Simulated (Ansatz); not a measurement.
# CdPS3, first-principles data

CdPS3:
```xyz
10
Lattice="3.0562 1.7645 6.3088 -3.0562 1.7645 6.3088 0.0000 -3.5289 6.3088" Properties=species:S:1:pos:R:3 pbc="T T T"
Cd     0.0000     0.0000     6.1607
Cd     0.0000     0.0000    12.7657
P      0.0000     0.0000     1.1137
P      0.0000     0.0000    17.8127
S      1.1093     1.6737     7.9836
S     -2.0041     0.1239     7.9836
S      0.8948    -1.7976     7.9836
S     -1.1093    -1.6737    10.9428
S      2.0041    -0.1239    10.9428
S     -0.8948     1.7976    10.9428
```

Space group R-3 (No. 148); conventional cell a = b = 6.1123 Å, c = 18.9264 Å, α = β = 90.00°, γ = 120.00°.

Method: DFT-LDA in the program Ansatz with PAW potentials. The cell and atoms are relaxed at this level. Other levels are named where they apply.

**Cell and energy**

```yaml
volume_per_atom: 20.41 Å³
density: 3.90 g/cm³
Formation energy from the elements (no fitted shifts): -0.44 eV/atom
```

**Electronic structure**

```yaml
band_gap: 1.82 eV (indirect)
valence_band_maximum: off the standard path, at k = (0.010, 0.349, -0.328) in fractions of the reciprocal vectors
conduction_band_minimum: at Γ
smallest_direct_gap_on_the_standard_path: 2.21 eV
electron_effective_mass: 0.20, 0.20, 1.1 mₑ (principal values)
Electron effective mass with spin–orbit coupling: 0.20, 0.20, 1.1 mₑ (principal values)
HSE06 gap on the LDA cell: 3.16 eV
Gap with spin–orbit coupling: 1.82 eV
```

**Mechanics**

```yaml
Bulk modulus (Birch–Murnaghan fit): 24.6 GPa
Pressure derivative B′: 13.0
```

**Dielectric response**

```yaml
Electronic dielectric constant ε∞ (DFPT): 7.74 (xx = yy), 5.47 (zz)
Born charges (a third of the trace): Cd +2.48, P +2.23, S -1.57 e
```

**Charges**

```yaml
bader_charges: Cd +0.81, P +1.03, S -0.61 e
```

The workflow started from an entry of the Crystallography Open Database (COD); the relaxed space group is not among those it files for this formula. COD files the formula under space group No. 146. Whether it is the stable phase at ambient conditions was not checked. Symmetry was held in the LDA relaxation; its stability against distortions is not shown here. A crystal of weakly bound layers computed without a dispersion correction: the cell and the soft elastic constants depend strongly on that. The references are the lowest solids computed at this level, not always the standard phases. Scalar-relativistic: spin–orbit coupling is off unless named, which matters more the heavier the elements.

Potentials: the later of the program's two PAW sets.
